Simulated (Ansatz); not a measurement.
This cell of CuAu (CuAu type, space group P4/mmm) is off equilibrium:

```
CuAu
1.0
    5.72117     0.00000     0.00000
    0.00000     2.86058     0.00000
    0.00000     0.00000     3.55181
Cu Au
2 2
Direct
  0.25000   0.50000   0.46058
  0.75000   0.50000   0.53942
  0.00000   0.00000   0.00000
  0.50000   0.00000   0.00000
```

The numbers are results of r2SCAN (plane waves to 500 eV, PAW, scalar-relativistic; Ansatz, a quantum-chemistry and plane-wave program), not measurements. k mesh 8×16×13 (Γ-centred), Fermi-Dirac smearing 0.05 eV. Stress and pressure are positive under compression. With partly filled bands, energies and forces of such displacements shift with the k mesh and the smearing. CuAu is run without spin polarisation. CuAu was relaxed with its symmetry unable to fall. Spin-orbit coupling is left out, though Au is heavy.

### Question
Predict the force on every atom, in eV/Å.

### Answer
```tsv
atom	Fx	Fy	Fz
Cu1	0.000	0.000	0.914
Cu2	0.000	0.000	-0.914
Au3	0.000	0.000	0.000
Au4	0.000	0.000	0.000
```

### Question
What is the stress tensor (GPa)?

### Answer
```
    1.9      0.0      0.0
    0.0      1.8      0.0
    0.0      0.0      1.4
```
The pressure, a third of the trace, is 1.7 GPa.

(A displaced cell: forces are minus the slopes of the energy, force constants its curvatures, and phonons follow from these.)
